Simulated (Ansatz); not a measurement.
BeSe:
```xyz
2
Lattice="0.0000 2.5889 2.5889 2.5889 0.0000 2.5889 2.5889 2.5889 0.0000" Properties=species:S:1:pos:R:3 pbc="T T T"
Be     2.5889     2.5889     2.5889
Se     3.8833     3.8833     3.8833
```

This is the PBE-relaxed structure.

Question: All from PBE in the plane-wave PAW code Ansatz, unless another level is named. Estimate the bulk modulus (Birch–Murnaghan fit).

Answer: 75.1 GPa.

Question: And the vibrational entropy at 300 K?

Answer: 22.0 J/(K·mol of atoms).

Space group F-43m (zinc blende). The PBE relaxation kept the symmetry of its start; phonons on a q-mesh show no instability. The volume moved by 28 % from the start of the relaxation.

Potentials: the later of the program's two PAW sets.
